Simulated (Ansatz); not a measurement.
Mg₃Ir:
```yaml
crystal:
  lattice:
    - [4.54872, 0.00000, 0.00000]
    - [-2.27436, 3.93930, 0.00000]
    - [0.00000, 0.00000, 8.21512]
  atoms:
    - { symbol: Mg, position: [0.33333, 0.66667, 0.57793] }
    - { symbol: Mg, position: [0.66667, 0.33333, 0.07793] }
    - { symbol: Mg, position: [0.33333, 0.66667, 0.92207] }
    - { symbol: Mg, position: [0.66667, 0.33333, 0.42207] }
    - { symbol: Mg, position: [0.00000, 0.00000, 0.25000] }
    - { symbol: Mg, position: [0.00000, 0.00000, 0.75000] }
    - { symbol: Ir, position: [0.33333, 0.66667, 0.25000] }
    - { symbol: Ir, position: [0.66667, 0.33333, 0.75000] }
```

Relaxed with r²SCAN.

Question: Map the electron localisation function on the plane through (0.333, 0.667, 0.578) spanned by u = [0, 0, 1] and v = [1, -1, 0] in lattice vectors, from r²SCAN (plane waves, PAW; program Ansatz).

Answer: x is the fraction of u, y of v (the angle between them is 90°; rows are the nearest grid lines); atoms in the plane: Mg at (0.00, 0.00), Mg at (0.50, 0.33), Mg at (0.34, 0.00), Mg at (0.84, 0.33), Mg at (0.67, 0.67), Mg at (0.17, 0.67), Ir at (0.67, 0.00), Ir at (0.17, 0.33).
```
|2364003420155224630255799646997556104532|
|5651014530025666410454689999985456301565|
|5420035652002454101554468999864466400245|
|0002566666420000025665544555445667641000|
|3455544345555433334577766555667766543333|
|4444210001244433233466642212346665433234|
|2210024431001221111231002343100233211122|
|1000464346300011000100046434630001100011|
|1000464346300011000100046434630001100011|
|2100256565100121111110025656510011111112|
|4542000000024543222233100000001333222234|
|6777665556677665433345554434555543333456|
|6666555555666666532123566666665321123566|
|7654467765445676200000025666410000000367|
|6546899999854563015665101453002566641046|
|6557997689965562036446400342005643562036|
|6557997689965562036446400342005643562036|
|6544689998645675001441003565200245310156|
|7665444444456777521001466666653100013677|
|7766544445566776654456665555666544455677|
|0014666666531000136766544444445677752100|
|5410035652002453101554468999864567500145|
|5651014530025656410454689999985456301565|
|2364003420155224630255799646997556104532|
```
Scale: ten equal steps from 0.028 (start of '0') to 0.675 (end of '9'), in the order '0123456789'; x runs from 0.000 to 1.00, y from 0.000 (bottom) to 1.00 (top).

The density is the valence pseudo-density with augmentation charge, so density and ELF within about 1 Å of a nucleus are not all-electron values.

Space group P6_3/mmc. The workflow started from an entry of the Crystallography Open Database (COD). Whether it is the stable phase at ambient conditions was not checked. The r²SCAN relaxation kept the symmetry of its start; its stability against distortions is not shown here. The run is not spin-polarised. Spin–orbit coupling is left out wherever it is not named.

Potentials: the later of the program's two PAW sets.
